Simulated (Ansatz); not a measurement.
Here is the system:

CdSe (zinc blende), conventional cell a = 6.0818 Å, b = 6.0818 Å, c = 6.0818 Å, α = 90.00°, β = 90.00°, γ = 90.00°. The calculation uses the primitive cell of 2 atoms, to which meshes and values per cell refer.

E(V) scan at fixed shape, V₀ the volume above. Symmetry pins the atoms to their sites.

All values below come from PBEsol (plane waves to 420 eV, PAW, scalar-relativistic; Ansatz, a first-principles code). k mesh 9×9×9 (Γ-centred), Fermi-Dirac smearing 0.05 eV. E stands for the smeared free energy. Stress and pressure are positive under compression. CdSe was relaxed with its symmetry unable to fall. ΔE is measured from the relaxed starting cell.

The scan covers V/V₀ from 0.840 to 1.160 in 13 points.

What is the fitted pressure derivative B₀′?

4.7.

What bulk modulus B₀ follows from a third-order Birch-Murnaghan fit?

52.0 GPa.

(Under strain, the slope of the energy per volume gives the stress and its curvature an elastic modulus.)
